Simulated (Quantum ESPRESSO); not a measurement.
# Strain and stress in In2GaAlP4

These are calculations, not measurements. They come from pw.x of Quantum ESPRESSO 7.5, a plane-wave density functional program, with PseudoDojo standard norm-conserving files (v0.5 for PBE, v0.4.1 for LDA and PBEsol). The cells are made up: elements, strain and atom displacements were drawn at random, and nothing was relaxed. There is no spin polarisation, spin-orbit coupling or dispersion term.

The cell has 8 sites of a zincblende or diamond lattice. Sites 1 to 4 hold In In Ga Al; sites 5 to 8 hold P P P P. Cell vectors in Å: (5.760, 0.045, -0.029); (0.045, 5.945, -0.058); (-0.029, -0.058, 5.815). Settings: PBE, cutoff 1088 eV, 4 x 4 x 4 k mesh shifted by half a step, Fermi-Dirac smearing of 0.025 eV.

Each run adds the same strain along x and y to one cell, with the atoms carried along; the vectors above are those of run 3. Stress is positive in tension and P is minus a third of its trace. E is the free energy for each atom above the lowest run shown.

| run | strain (%) | s_xx (GPa) | s_yy (GPa) | s_zz (GPa) | s_xy (GPa) | P (GPa) | E (meV/atom) |
| --- | --- | --- | --- | --- | --- | --- | --- |
| 1 | -2.31 | -2.10 | -0.99 | -0.66 | 0.02 | 1.25 | 2.31 |
| 2 | -1.28 | -0.53 | 0.67 | 0.41 | 0.07 | -0.18 | 0.00 |
| 3 | 0.40 | 1.73 | 3.07 | 1.90 | 0.15 | -2.23 | 6.51 |
| 4 | 0.97 | 2.42 | 3.80 | 2.33 | 0.17 | -2.85 | 11.35 |
| 5 | 1.44 | 2.96 | 4.37 | 2.67 | 0.19 | -3.33 | 16.31 |
| 7 | 2.37 | 3.96 | 5.42 | 3.28 | 0.22 | -4.22 | 28.49 |
| 6 | 1.91 | ? | ? | ? | ? | ? | ? |

A rerun of one of these cells at 1377 eV and k mesh 6 x 6 x 6 moved values by no more than 0.008 eV in the cell's energy, 0.02 GPa in stress and 0.002 eV/Å in force.

## Worked fit

A parabola through the six runs shown gives s_xx = 1.22 + 1.30 e - 0.060 e² GPa, with e in per cent and a scatter of 0.01 GPa. The slope is a stiffness of 130 ± 1 GPa for each unit of this strain at e = 0, the sum of the responses of s_xx to strain along x and along y. The atoms are clamped, and relaxing them would in general lower it. The error is the larger of the fit's own and the change that a cubic makes, rounded up.

## Withheld run

Question: what s_xx should run 6 give?

The fit gives 3.48 GPa. The calculation gave 3.48 GPa.

| run | strain (%) | s_xx (GPa) | s_yy (GPa) | s_zz (GPa) | s_xy (GPa) | P (GPa) | E (meV/atom) |
| --- | --- | --- | --- | --- | --- | --- | --- |
| 6 | 1.91 | 3.48 | 4.91 | 2.99 | 0.21 | -3.79 | 22.10 |